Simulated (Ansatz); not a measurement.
Computed properties of SnI4

SnI4:
Space group P-43m (No. 215); a = b = c = 5.8492 Å, α = β = γ = 90.00°

| atom | site | symmetry | x | y | z |
|---|---|---|---|---|---|
| Sn | 1a | -43m | 0.0000 | 0.0000 | 0.0000 |
| I | 4e | .3m | 0.2643 | 0.2643 | 0.2643 |

Space group P-43m (No. 215); conventional cell a = b = c = 5.8492 Å, α = β = γ = 90.00°.

Method: the program Ansatz at the LDA level (PAW). Structure relaxed to zero pressure with the same functional. Other levels are named where they apply.

### Cell and energy

- Volume per atom: 40.02 Å³
- Density: 5.20 g/cm³
- Formation energy from the elements (no fitted shifts): -0.23 eV/atom

### Electronic structure

Band gap: 0.11 eV (direct)
Valence-band maximum: at Γ
Conduction-band minimum: at Γ
Electron effective mass: 0.054 mₑ (isotropic)
Hole effective mass, band 1 of 3 at the edge: 0.99 along [100], 2.8 along [111] (mₑ)
Hole effective mass, band 2 of 3 at the edge: 0.99 along [100], 0.99 along [110], 2.8 along [111] (mₑ)
Hole effective mass, band 3 of 3 at the edge: 0.057 along [100], 0.054 along [110], 0.053 along [111] (mₑ)
HSE06 gap on the LDA cell: 1.10 eV
Gap with spin–orbit coupling: none (metallic)

### Mechanics

* **Bulk modulus (Birch–Murnaghan fit)**: 11.3 GPa
* **Pressure derivative B′**: 11.6

### Charges

- Bader charges = Sn +1.08, I -0.27 e

The workflow started from a Materials Project entry (that database holds measured and hypothetical structures alike); the Crystallography Open Database files this formula in space group No. 215, but the cells were not matched. Its standing as an ambient phase is unchecked. The LDA relaxation kept the symmetry of its start; its stability against distortions is not shown here. A crystal of weakly bound molecules computed without a dispersion correction: the cell and the soft elastic constants depend strongly on that. The references are the lowest solids computed at this level, not always the standard phases. Spin–orbit coupling is left out wherever it is not named.

Potentials: the later of the program's two PAW sets.
